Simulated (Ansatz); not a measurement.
A bilayer cut from bulk SnSe2 (CdI2 type), in the bulk's stacking and in-plane cell, with 15 Å of vacuum. The upper layer (atoms 4 to 6) slides over the lower.

```xyz
6
Lattice="3.8403 0.0000 0.0000 1.9201 3.3258 0.0000 0.0000 0.0000 24.1927" Properties=species:S:1:pos:R:3 pbc="T T T"
Se     3.8403     2.2172     7.5114
Sn     0.0000     0.0000     9.1058
Se     1.9201     1.1086    10.7012
Se     3.8403     2.2172    13.4915
Sn     0.0000     0.0000    15.0869
Se     1.9201     1.1086    16.6812
```

In-plane vectors a = (3.840, 0.000) Å, b = (1.920, 3.326) Å, area 12.77 Å². The shift is s times the vector a (length 3.840 Å), so s = 1 restores the start. Atoms relax along the normal only. γ = [E(shift) − E(0)] / area.

Calculation: PBE-D3(BJ) (plane waves to 420 eV, PAW, scalar-relativistic; Ansatz, a first-principles code). k mesh 10×10×1 (Γ-centred), Fermi-Dirac smearing 0.05 eV. E is the zero-smearing estimate. SnSe2 was relaxed with its symmetry unable to fall. γ is measured from zero shift.

```tsv
s	γ (mJ/m²)
0.000	0
0.083	14
0.167	withheld
0.250	74
0.333	96
0.417	109
0.500	114
0.583	109
0.667	96
0.750	74
0.833	withheld
0.917	14
```

Fit a Fourier form (three harmonics of 1 − cos and sin) to the given rows and predict γ at s = 0.167.

Least squares on the 10 given rows: γ = (55.1)·[1 − cos(2πs)] + (8.6)·[1 − cos(4πs)] + (1.9)·[1 − cos(6πs)], in mJ/m²; root-mean-square residual 0.3 mJ/m². At 0.167 the fit gives 44 mJ/m²; the calculation gives 44 mJ/m², the same to the digits shown. 

(The slope of γ gives the shear force per area between the displaced halves; near zero shift its curvature is an elastic stiffness.)
